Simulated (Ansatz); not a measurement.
Li2O (anti-fluorite)

```xyz
3
Lattice="0.0000 2.2864 2.2864 2.2864 0.0000 2.2864 2.2864 2.2864 0.0000" Properties=species:S:1:pos:R:3 pbc="T T T"
O      0.0000     0.0000     0.0000
Li     1.1432     1.1432     1.1432
Li     3.4296     3.4296     3.4296
```

The slice is a {110} plane (indices of the conventional cell) through the point (0.000, 0.000, 0.000) (fractional), spanned by u = [100] and v = [1 -1 -1] in vectors of this cell: u (3.23 Å) and v (4.57 Å, at 90° to u). It covers one period; positions are fractions (u, v).

All values below come from r2SCAN (plane waves to 500 eV, PAW, scalar-relativistic; Ansatz, a program for electronic structure). k mesh 12×12×12. Inside the PAW spheres the values are not all-electron values, and peaks at nuclei hang on which shells count as valence. Li2O was relaxed with its symmetry unable to fall.

Task: What is the ELF at the density minimum of the shortest O–Li line in this plane (1.98 Å)?

Result: 0.0.

Task: What is the valence density on the shortest O–Li line in this plane (1.98 Å), at its minimum between the atoms?

Result: 0.20 e/Å³.

Task: Sketch the electrostatic potential energy of an electron, from the cell's mean on this plane as a map.

Result: 
```
|xxxxx##*+---+##*xxxx|
|xxxxx#*+-. .-+*#xxxx|
|xxxx+*+.xxxxx:+**xxx|
|xxx*#+:xxxxxxx:+**xx|
|#%%#*=xxxxxxxxx=*#%%|
|@@@%+:xxxxxxxxx:+%@@|
|@@@#+ xxxxxxxxx.+#@@|
|@@%#=.xxxxxxxxx.=#%@|
|%%%*=:xxxxxxxxx:=*%%|
|%%##+- xxxxxxx -+##%|
|%%%#*=- xxxxx -=*#%%|
|%%%##*=-:. .:-=*##%%|
|%%%%##*+=---=+*##%%%|
|%%%%##*++===++*##%%%|
|%%%%##*+=---=+*##%%%|
|%%%##*=-:. .:-=*##%%|
|%%%#*=- xxxxx -=*#%%|
|%%##+- xxxxxxx -+##%|
|%%%*=:xxxxxxxxx:=*%%|
|@@%#=.xxxxxxxxx.=#%@|
|@@@#+.xxxxxxxxx +#@@|
|@@@%+:xxxxxxxxx:+%@@|
|#%%#*=xxxxxxxxx=*#%%|
|xxx**+:xxxxxxx:+#*xx|
|xxxx**+:xxxxx.+*+xxx|
|xxxxx#*+-. .-+*#xxxx|
|xxxxx*##+---+*##xxxx|
|xxxxx*##*===*##*xxxx|
```
Scale: ten equal steps from 0.65 (start of ' ') to 6.58 (end of '@'), in the order ' .:-=+*#%@'. Values: electrostatic potential energy of an electron, from the cell's mean, in eV. The map has 20 points along u (one character each, u = 0 at the left) and 28 along v (v = 0 in the bottom row). Points within 0.8 Å of a nucleus are blanked (x), as the pseudised field means little there. The zero, the cell's mean, hangs on the PAW cores.
